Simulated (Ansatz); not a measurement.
LiInPt, DFT, PBEsol, PAW with Ansatz's default frozen-core files, scalar-relativistic (Ansatz 0.2.0), on 1 thread of Arm Neoverse V2 (shared host).

Command: `ansatz run input.yaml --threads 1 --pin off --max-ram 3072MiB --backend cpu --events-out ev --progress --plain --runs-dir out`

```yaml
crystal:
  lattice:
    - [4.0179494252, 0.0, 0.0]
    - [-2.0089747126, 3.4796462734, 0.0]
    - [0.0, 0.0, 2.6745969138]
  atoms:
    - { symbol: Li, position: [0.0, 0.0, 0.0] }
    - { symbol: In, position: [0.3333333333, 0.6666666667, 0.5] }
    - { symbol: Pt, position: [0.6666666667, 0.3333333333, 0.0] }
kpoints:
  mp_grid: { grid: [9, 9, 12] }
  band_path:
    path:
      - [0.0, 0.0, 0.0]
      - [0.5, 0.0, 0.0]
      - [0.3333333333, 0.3333333333, 0.0]
      - [0.0, 0.0, 0.0]
      - [0.0, 0.0, 0.5]
      - [0.5, 0.0, 0.5]
      - [0.3333333333, 0.3333333333, 0.5]
      - [0.0, 0.0, 0.5]
      - [0.5, 0.0, 0.5]
    npoints: 6
scf:
  occupations: { method: fermi_dirac, width: 0.05 }
hamiltonian:
  xc: pbesol
  pseudopotentials: { kind: paw }
output:
  forces: true
  stress: true
  eigenvalues: true
  efg: { contact_densities: true }
  populations: true
  write_density: true
  write_potential: true
  elf: true
  volumetric_format: npy
```

Problem. How large is the problem that the program sets up?

Solution. 84 irreducible k-points, 717 plane waves at Γ, 21 bands.

Problem. About how long does it take?

Solution. 13 s of wall time for 6 SCF iterations. Times on shared machines scatter by tens of per cent.
